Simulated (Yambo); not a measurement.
BaTiO3 (space group R3m, No. 160): the exchange self-energy on PBEsol orbitals (Yambo, 4×4×4 mesh) holds the Coulomb divergence, which is integrated with random points (RandQpts).

```json
[
 {"random points": "1,000", "exchange-only gap Z → Γ (eV)": "14.40", "shift of the valence edge (eV)": "-5.03", "gap against the reference (meV)": "-20"},
 {"random points": "10,000", "exchange-only gap Z → Γ (eV)": "14.31", "shift of the valence edge (eV)": "-4.93", "gap against the reference (meV)": "-103"},
 {"random points": "100,000", "exchange-only gap Z → Γ (eV)": "14.44", "shift of the valence edge (eV)": "-5.11", "gap against the reference (meV)": "27"},
 {"random points": "1,000,000", "exchange-only gap Z → Γ (eV)": "14.43", "shift of the valence edge (eV)": "-5.09", "gap against the reference (meV)": "9"},
 {"random points": "5,000,000", "exchange-only gap Z → Γ (eV)": "14.42", "shift of the valence edge (eV)": "-5.08", "gap against the reference (meV)": "reference"}
]
```

From 1,000,000 points on, the gap stays within 20 meV of the run with most points. The error is statistical; each row is a single draw, so the rows fix no rate of convergence.

Geometry of the Materials Project entry, not relaxed at this level; primitive cell a = b = c = 4.034 Å, α = β = γ = 89.84°.

A shift is the quasiparticle energy of the state minus its PBEsol energy.
